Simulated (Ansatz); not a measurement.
NaF:
Space group Fm-3m (No. 225); a = b = c = 4.5945 Å, α = β = γ = 90.00°

```tsv
atom	site	symmetry	x	y	z
Na	4a	m-3m	0.0000	0.0000	0.0000
F	4b	m-3m	0.5000	0.5000	0.5000
```
(The calculation used a cell of 2 atoms; values per cell refer to that cell.)

Relaxed with r²SCAN.

Problem. Tabulate the valence density and the electron localisation function along the shortest Na–F contact (2.30 Å), DFT-r²SCAN in the program Ansatz with PAW potentials.

Solution. 

```
distance from Na (Å)  density (e/Å³)   ELF
--------------------  --------------  ----
0.23                           16.16  0.33
0.34                           11.30  0.49
0.46                            6.35  0.59
0.57                            2.69  0.61
0.69                            0.90  0.51
0.80                            0.34  0.23
0.92                            0.18  0.04
1.03                            0.13  0.02
1.15                            0.15  0.06
1.26                            0.23  0.29
1.38                            0.38  0.59
1.49                            0.69  0.74
1.61                            1.25  0.80
1.72                            2.39  0.82
1.84                            4.51  0.79
1.95                            7.53  0.72
2.07                           10.72  0.59
```

The density is the valence pseudo-density with augmentation charge, so density and ELF within about 1 Å of a nucleus are not all-electron values.

The r²SCAN relaxation kept the symmetry of its start; phonons on a q-mesh show no instability.

Potentials: the later of the program's two PAW sets.
